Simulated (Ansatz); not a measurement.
Ag3O:
```yaml
crystal:
  lattice:
    - [5.32185, 0.00000, 0.00000]
    - [-2.66092, 4.60886, 0.00000]
    - [0.00000, 0.00000, 4.97124]
  atoms:
    - { symbol: O, position: [0.33333, 0.66667, 0.50000] }
    - { symbol: O, position: [0.66667, 0.33333, 0.50000] }
    - { symbol: Ag, position: [0.31117, 0.00000, 0.22057] }
    - { symbol: Ag, position: [0.00000, 0.31117, 0.22057] }
    - { symbol: Ag, position: [0.68883, 0.68883, 0.22057] }
    - { symbol: Ag, position: [0.00000, 0.68883, 0.77943] }
    - { symbol: Ag, position: [0.68883, 0.00000, 0.77943] }
    - { symbol: Ag, position: [0.31117, 0.31117, 0.77943] }
```

Relaxed with r²SCAN.

Map the electron localisation function on the plane through (0.333, 0.667, 0.500) spanned by u = [1, 0, 1] and v = [-1, 1, 1] in lattice vectors, from the program Ansatz at the r²SCAN level (PAW).

x is the fraction of u, y of v (the angle between them is 103°; rows are the nearest grid lines); atoms in the plane: O at (0.00, 0.00), Ag at (0.63, 0.65).
```
|:+%@%=.    ...............    .=%@%+:|
|@@@#=.      ..::--::....      .-#@@@@|
|%#+-.       .:-====-:..        :=#%%%|
|      .::.  .-=+++=-..  .....        |
|.   :*%%%#=. .:--::..  ......     ...|
|   -#@@@@@#=.        .........  .... |
|  .+%@@@@%*-.       ..:::::...   .   |
|  .-=+==:.        .:=+****+-:..      |
|     .::::..     .-+*%@@%#+=:..      |
| .:-+*##*+=-.    .-=**#**+-:.        |
|..-=*###*+=-.    .:-=++=-:.        ..|
|..:=+***+=:..                 .......|
|.....::..........   .:--.  .:=++==:..|
|..........:=++++-:  .::.  :=*###*+-:.|
|.........:=+*##*+-.      .:+*##**=-..|
|........:=*%@@%#+-.      .:-====-:...|
|........:-+***+=:.         ..........|
|::::.......::...                ....:|
|--::.........     ........     ...::-|
|-::..      ......:-=+++=-:..    ..::-|
|         .......:=+****=-:.          |
|%%%#=:   .......:-=++=-:..      .-+#%|
|@@@@#-.   .......::--::...     .=#@@@|
|:+%@%=.    ...............    .=%@%+:|
```
Scale: ten equal steps from 0.046 (start of ' ') to 0.861 (end of '@'), in the order ' .:-=+*#%@'; x runs from 0.000 to 1.00, y from 0.000 (bottom) to 1.00 (top).

The density is the valence pseudo-density with augmentation charge, so density and ELF within about 1 Å of a nucleus are not all-electron values.

Space group P-31m. The workflow started from an entry of the Crystallography Open Database (COD). Its standing as an ambient phase is unchecked. Symmetry was held in the r²SCAN relaxation; whether a distortion lowers the energy is not shown. The run is not spin-polarised.

Potentials: the later of the program's two PAW sets.
